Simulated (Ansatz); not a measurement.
Si in space group P6_3/mmc (No. 194; Si on 4f) at seven volumes, the program Ansatz at the LDA level (PAW), shape and atoms relaxed at each. One row is withheld.

| V (Å³/atom) | P (GPa) |
|---|---|
| 17.913 | 11.12 |
| 18.503 | ? |
| 19.094 | 3.14 |
| 19.684 | 0.00 |
| 20.275 | -2.68 |
| 20.865 | -4.97 |
| 21.456 | -6.92 |

Task: Fit the shown pressures and predict the withheld one.

Result: Third-order Birch–Murnaghan: P = (3/2)B₀(x^(7/2) − x^(5/2))[1 + (3/4)(B′ − 4)(x − 1)] with x = (V₀/V)^(2/3). Least squares on the six rows gives V₀ = 19.684 Å³/atom, B₀ = 96.47 GPa, B′ = 4.25. At V = 18.503, x = 1.0421 and P = 6.81 GPa. The run itself gave 6.82 GPa.

The workflow started from a Materials Project entry (that database holds measured and hypothetical structures alike); the Crystallography Open Database copy checked does not list it. It is not the phase usual at ambient conditions (space group No. 227). The cell was relaxed with LDA under the symmetry of its start; its stability against distortions is not shown here.

Potentials: the earlier of the program's two PAW sets. The files were generated under PBE; for other functionals the program regenerates the frozen cores, and for LDA and PBEsol the local potential too.
